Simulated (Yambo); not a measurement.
Yambo run on BP (wurtzite, space group P6_3mc, No. 186). The wavefunctions are PBEsol (Quantum ESPRESSO, PseudoDojo norm-conserving, 76 Ry, without SOC) ones on a 6×6×4 mesh (8 occupied bands); a = b = 3.180 Å, c = 5.274 Å, α = β = 90.00°, γ = 120.00°.

Yambo input:

```
rim_cut
HF_and_locXC
RandQpts= 5000000
RandGvec= 1 Ry
EXXRLvcs= 76 Ry
VXCRLvcs= 304 Ry
% QPkrange
 1 | 1 | 8 | 9 |
 19 | 19 | 9 | 9 |
%
```

k points by index: 1 = Γ, 19 = K.

The o-*.hf file then holds:

```
#    K-point    Band    Eo [eV]    Ehf [eV]    Vxc [eV]    Vnlxc [eV]
#
    1    8    0.000000    -1.635768    -13.34828    -14.98405
    1    9    2.689011    7.339766    -11.84236    -7.191610
    19    9    0.833241    5.050009    -10.27189    -6.055122
```
Exchange alone, without screening.

Geometry relaxed with PBEsol.

This is not the ordinary phase of the substance; no match was found in the copy of COD used, and its stability was not checked.
